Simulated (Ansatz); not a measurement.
Values for one crystal, relaxed and computed with DFT-PBE in the program Ansatz with PAW potentials; other levels are named.

- Volume per atom: 17.36 Å³
- Band gap: 3.31 eV (indirect)
- Conduction-band minimum: on the L–M line, 23 % of the way from L (6 equivalent valleys)
- Electron effective mass: 0.29, 0.29, 6.6 mₑ (principal values)
- Pressure derivative B′: 3.9
- Valence-band maximum: at Γ
- Gap with spin–orbit coupling: 3.16 eV

Question: Which of these materials gives this?
(A) ZnSe, zinc blende
(B) BeS, P6_422 (Be on 3c, S on 3d)
(C) AlN, wurtzite
(D) BeSe, wurtzite

Answer: D, BeSe, wurtzite

Space group P6_3mc (wurtzite). The start of the workflow was typed in or built on a structure type; neither database checked (COD, Materials Project) lists it. COD files the formula under space group No. 216, so this cell is another polymorph or a model. Its standing as an ambient phase is unchecked. The cell was relaxed with PBE under the symmetry of its start; whether a distortion lowers the energy is not shown. Spin–orbit coupling is left out wherever it is not named.

Potentials: the earlier of the program's two PAW sets.
